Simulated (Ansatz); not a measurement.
An elastic constant from a strain scan in Ta

Method: DFT PBEsol, scalar-relativistic, plane waves, PAW (Ansatz 0.2.0). The runs took a 420 eV cutoff, a Γ-centred 12×12×6 mesh and Gaussian smearing (0.15 eV). Spin–orbit coupling is left out, which can shift energies with elements as heavy as these. No spin polarisation. Energies are free energies at this smearing, counted from the undisturbed cell; pressure is positive in compression.

The undisturbed cell (relaxed at this level; this form isn't the usual structure):

```
Ta
1.0
     4.97045    0.00000    0.00000
    -2.48523    4.30454    0.00000
     0.00000    0.00000    8.36837
Ta
8
Direct
  0.00000 0.32317 0.00000
  0.32317 0.00000 0.00000
  0.67683 0.67683 0.00000
  0.00000 0.67683 0.50000
  0.67683 0.00000 0.50000
  0.32317 0.32317 0.50000
  0.66667 0.33333 0.75000
  0.33333 0.66667 0.25000
```

The cell is strained by ε times the Voigt pattern (1, -1, 0, 0, 0, 0) (xx, yy, zz, yz, xz, xy; engineering shear) with fractional coordinates fixed. The cell holds 8 atoms in V0 = 179.05 Å³. The stress column is τ = (1/V0) dE/dε, got from the stress tensor σ (compression positive) at each point as −det(1 + εP) σ : P(1 + εP)⁻¹, with P the pattern as a tensor.

| ε | ΔE (meV/atom) | τ (GPa) |
| --- | --- | --- |
| -0.0200 | 2.230 | -1.440 |
| -0.0150 | 1.308 | -1.182 |
| -0.0100 | 0.598 | -0.837 |
| -0.0050 | 0.152 | -0.433 |
| 0.0000 | 0.000 | 0.000 |
| 0.0050 | 0.153 | 0.436 |
| 0.0100 | 0.605 | 0.852 |
| 0.0150 | 1.336 | 1.236 |
| 0.0200 | ? | ? |

**Question.** Which combination of elastic constants does this scan measure, and how large is it?

**Answer.** For small ε, τ = τ0 + Kε with K = pᵀCp, which for this pattern is C11 + C22 − 2 C12 in the Cartesian frame shown. The parabola through τ at ε = -0.0050, 0 and 0.0050 has slope K = 87 GPa at zero. The energies per cell, E = NΔE, of the same two points give K = 2[E(ε₊)/ε₊ − E(ε₋)/ε₋]/[(ε₊ − ε₋)V0] = 87 GPa, in agreement. These are clamped-ion values.

**Question.** Predict the withheld row at ε = 0.0200 from the harmonic law, and compare.

**Answer.** ΔE = V0(τ0 ε + Kε²/2)/N = 2.429 meV/atom and τ = 1.74 GPa. The calculation gives 2.319 meV/atom and 1.57 GPa, a miss of 4.5 % of the harmonic energy, so the harmonic law still holds on this side, though at ε = -0.0200 the energy lies 8 % below it.

Forces appear on the atoms along this scan, and letting them relax would lower the energy and soften the response. In a metal these slopes depend on the k mesh and the smearing.